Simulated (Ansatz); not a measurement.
MnIr:
```
CELL_PARAMETERS angstrom
      3.77667     0.00000     0.00000
      0.00000     3.77667     0.00000
      0.00000     0.00000     3.60089
ATOMIC_POSITIONS crystal
  Mn 0.00000 0.00000 0.00000
  Mn 0.50000 0.50000 0.00000
  Ir 0.50000 0.00000 0.50000
  Ir 0.00000 0.50000 0.50000
```
The run is spin-polarised; directions of the spins, atom by atom: ↑ ↓ 0 0.

Relaxed with PBEsol. Special points in fractions of this cell's reciprocal vectors: Γ (0.000, 0.000, 0.000); X (0.000, 0.500, 0.000); M (0.500, 0.500, 0.000); Z (0.000, 0.000, 0.500); R (0.000, 0.500, 0.500); A (0.500, 0.500, 0.500).

Problem. List the band energies nearest the Fermi level at these points for PBEsol (plane waves, PAW; program Ansatz).

Solution. In eV from the Fermi level; about four levels below and three above (degenerate sets whole), none deeper than 8.9 eV; points with the same levels are listed once.

```
k                            below           above
---  -----------------------------  --------------
Γ ↑  -2.59 -2.59 -2.06 -0.69 -0.68  0.84 1.05 1.05
X ↑        -1.41 -1.40 -1.40 -0.45  0.27 0.48 0.67
M ↑        -1.96 -1.75 -0.76 -0.63  0.15 0.15 0.50
Z ↑  -1.40 -1.40 -0.83 -0.16 -0.16  0.36 0.56 0.84
R ↑        -1.74 -1.73 -1.07 -1.06  0.56 0.75 0.94
A ↑        -0.44 -0.44 -0.38 -0.15  0.78 0.78 0.90
```

Space group P4/mmm (L1₀ or tetragonal B2). The start of the workflow was typed in or built on a structure type; the Crystallography Open Database files this formula in space group No. 123, but the cells were not matched. Whether it is the stable phase at ambient conditions was not checked. Symmetry was held in the PBEsol relaxation, as lowered by the spin order; its stability against distortions is not shown here. Spin order of the final state: antiferromagnetic, chosen from 5 collinear starts compared on coarse meshes (ties went to the first, and starts can fall back to one state), not a proven ground state. Point labels and valley counts follow the cell and symmetry of the run, lower than the named group. Spin–orbit coupling is left out wherever it is not named.

Potentials: the earlier of the program's two PAW sets. The files were generated under PBE; for other functionals the program regenerates the frozen cores, and for LDA and PBEsol the local potential too.
